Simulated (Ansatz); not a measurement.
Relaxed-ion elastic tensor of TlBr (rock salt, Fm-3m) in GPa (Voigt order), LDA (plane waves, PAW; program Ansatz); density 7.13 g/cm³, 33.09 Å³ per atom.

```json
[
 {"": "1", "1": "63.0", "2": "8.1", "3": "8.1", "4": "0.0", "5": "0.0", "6": "0.0"},
 {"": "2", "1": "8.1", "2": "63.0", "3": "8.1", "4": "0.0", "5": "0.0", "6": "0.0"},
 {"": "3", "1": "8.1", "2": "8.1", "3": "63.0", "4": "0.0", "5": "0.0", "6": "0.0"},
 {"": "4", "1": "0.0", "2": "0.0", "3": "0.0", "4": "2.8", "5": "0.0", "6": "0.0"},
 {"": "5", "1": "0.0", "2": "0.0", "3": "0.0", "4": "0.0", "5": "2.8", "6": "0.0"},
 {"": "6", "1": "0.0", "2": "0.0", "3": "0.0", "4": "0.0", "5": "0.0", "6": "2.8"}
]
```

Problem. Is the crystal mechanically stable?

Solution. Yes: the smallest eigenvalue of C is 2.8 GPa.

Problem. Work out the Voigt, Reuss and Hill averages.

Solution. K_V = 26.4, K_R = 26.4, K_H = 26.4; G_V = 12.6, G_R = 4.3, G_H = 8.5 GPa.

Problem. Give Young's modulus, Poisson's ratio, Pugh's ratio and the universal anisotropy index.

Solution. E = 9KG/(3K + G) = 23.0 GPa; ν = 0.35; K/G = 3.11 (ductile by the Pugh limit of 1.75); A_U = 5G_V/G_R + K_V/K_R − 6 = 9.69.

Problem. Estimate the sound speeds and the Debye temperature.

Solution. v_l = √((K + 4G/3)/ρ) = 2300 m/s, v_t = √(G/ρ) = 1090 m/s, mean 1230 m/s; Θ = (h/k)(3n/4πV)^(1/3) v_m = 114 K.

Problem. Give the Zener ratio and Young's modulus along [100], [110] and [111].

Solution. A = 2C44/(C11 − C12) = 0.10; 1/E = S11 − 2(S11 − S12 − S44/2)Γ with Γ = 0, 1/4, 1/3 gives 61.2, 10.2, 8.0 GPa.

The workflow started from a Materials Project entry (that database holds measured and hypothetical structures alike); the Crystallography Open Database copy checked does not list it. COD files the formula under space group No. 221, so this cell is another polymorph or a model. Its standing as an ambient phase is unchecked. The cell was relaxed with LDA under the symmetry of its start; whether a distortion lowers the energy is not shown. Scalar-relativistic: spin–orbit coupling is off unless named, which matters more the heavier the elements.

Potentials: the later of the program's two PAW sets.
